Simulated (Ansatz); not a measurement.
Relaxed Os (hcp, Mg type):

```
Os
1.0
    5.50971     0.00000     0.00000
   -1.37743     2.38577     0.00000
    0.00000     0.00000     4.34430
Os
4
Direct
  0.16667   0.66667   0.75000
  0.66667   0.66667   0.75000
  0.33333   0.33333   0.25000
  0.83333   0.33333   0.25000
```

The atoms are displaced by Q × the pattern below (from a DFPT mode at M = (0.5, 0.0, 0.0), largest move 1; Q in Å), at fixed cell. (q is in reciprocal vectors of the primitive cell; the cell shown is doubled to hold the pattern.)

```json
[
 {"atom": "Os1", "x": "0.866", "y": "0.500", "z": "0.000"},
 {"atom": "Os2", "x": "-0.866", "y": "-0.500", "z": "0.000"},
 {"atom": "Os3", "x": "-0.866", "y": "-0.500", "z": "0.000"},
 {"atom": "Os4", "x": "0.866", "y": "0.500", "z": "0.000"}
]
```

The numbers are results of PBE (plane waves to 420 eV, PAW, scalar-relativistic; Ansatz, an electronic-structure program), not measurements. k mesh 19×19×11 (Γ-centred), Fermi-Dirac smearing 0.05 eV. Energies are smeared free energies. With partly filled bands, energies and forces of such displacements shift with the k mesh and the smearing. Os is run without spin polarisation. Os was relaxed with its symmetry unable to fall. Spin-orbit coupling is left out, though Os is heavy. The zero of ΔE is the undisplaced structure. The last digit holds for this mesh only.

```
Q (Å)   ΔE (meV/cell)
------  -------------
-0.180         1550.0
-0.150         1001.1
-0.120          593.0
-0.090          311.8
-0.060       withheld
-0.030           32.4
0.000             0.0
0.030            32.4
0.060        withheld
0.090           311.8
0.120           593.0
0.150          1001.1
0.180          1550.0
```

Task: Fit an even polynomial form (powers 2, 4, 6) to the given rows and predict ΔE at Q = -0.060.

Result: Least squares on the 11 given rows: ΔE = (34460)·Q² + (517400)·Q⁴ + (-3221000)·Q⁶, in meV/cell with Q in Å; root-mean-square residual 0.63 meV/cell. At -0.060 the fit gives 130.6 meV/cell; the calculation gives 133.6 meV/cell, so the interpolation is off by -3.0 (-2.2 %). The quadratic term alone would give 124.1 meV/cell.

(For displaced atoms, the force is minus the slope of the energy, and its curvature is a force constant, which sets phonon frequencies.)
